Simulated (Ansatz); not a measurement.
This run works on a generated trial structure, not on a known crystal.

Input and command of a plane-wave DFT calculation in Ansatz:

```yaml
crystal:
  lattice:
    - [9.6538514548, 0.0, 0.0]
    - [-4.8269257274, 8.3604806042, 0.0]
    - [0.0, 0.0, 2.9330133112]
  atoms:
    - { symbol: Bi, position: [0.5492463108, 0.4507536892, 0.5] }
    - { symbol: Bi, position: [0.5492463108, 0.0984926215, 0.5] }
    - { symbol: Bi, position: [0.9015073785, 0.4507536892, 0.5] }
    - { symbol: Bi, position: [0.3333333333, 0.6666666667, 0.0] }
    - { symbol: Te, position: [0.1249770472, 0.8750229528, 0.5] }
    - { symbol: Te, position: [0.1249770472, 0.2499540943, 0.5] }
    - { symbol: Te, position: [0.7500459057, 0.8750229528, 0.5] }
basis:
  ecutwfc: 420
kpoints:
  mp_grid: { grid: [3, 3, 6] }
hamiltonian:
  xc: pbe
scf:
  occupations: { method: gaussian, width: 0.1 }
  lower_state_search: "off"
output:
  forces: true
  stress: true
  eigenvalues: true
relax:
  adjacent_minimum: "off"
  f_tol: 0.04
  max_steps: 70
  cell: { stress_tol: 0.4 }
```

```bash
ansatz run input.yaml --threads 1 --pin off --max-ram 2560MiB --backend cpu --events-out ev --progress --plain --runs-dir out
```

Processor: Arm Neoverse N1, 1 thread, on a host shared with other jobs.

Q: How long does it run, and how much memory does it take?

A: About 5 min, peak memory 0.54 GiB. It solves 65 bands at 12 k points (after reduction by symmetry) with about 4469 plane waves (on the last cell), in 54 SCF iterations over 8 ionic steps.
